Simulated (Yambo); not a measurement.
Yambo run on K2TiF6 (space group P-3m1, No. 164). The wavefunctions are norm-conserving PBEsol (Quantum ESPRESSO, 84 Ry, scalar-relativistic) ones on a 3×3×2 mesh (36 occupied bands); a = 5.6851 Å, b = 5.6851 Å, c = 4.5902 Å, α = 90.00°, β = 90.00°, γ = 120.00°.

Yambo input:

```
rim_cut
gw0
dyson
el_el_corr
HF_and_locXC
ppa
em1d
RandQpts= 1000000
RandGvec= 1 Ry
EXXRLvcs= 84 Ry
VXCRLvcs= 336 Ry
Chimod= "HARTREE"
% BndsRnXp
 2 | 198 |
%
NGsBlkXp= 7 Ry
% LongDrXp
 1.0 | 1.0 | 1.0 |
%
PPAPntXp= 27.2114 eV
% GbndRnge
 1 | 198 |
%
GTermKind= "none"
DysSolver= "n"
ExtendOut
% QPkrange
 1 | 1 | 36 | 37 |
%
```

k points by index: 1 = Γ.

Resulting energies as the program prints them:

```
#    K-point    Band    Eo [eV]    E [eV]    E-Eo [eV]    Vxc [eV]    Vnlxc [eV]    Sc|Eo [eV]    Sc|E [eV]    dSc/dw|Eo [eV]    Re(Z)    Im(Z)
#
    1    36    0.000000    -1.777605    -1.777605    -22.76595    -30.49042    5.497790    5.946872    -6.873943    0.798330    -0.001204
    1    37    4.980171    7.920163    2.939992    -21.24885    -12.97687    -4.576509    -5.331985    -6.991860    0.795576    -0.001653
```
(The two width columns are left out.) Convergence of these settings isn't established.

Geometry of the Materials Project entry, not relaxed at this level.
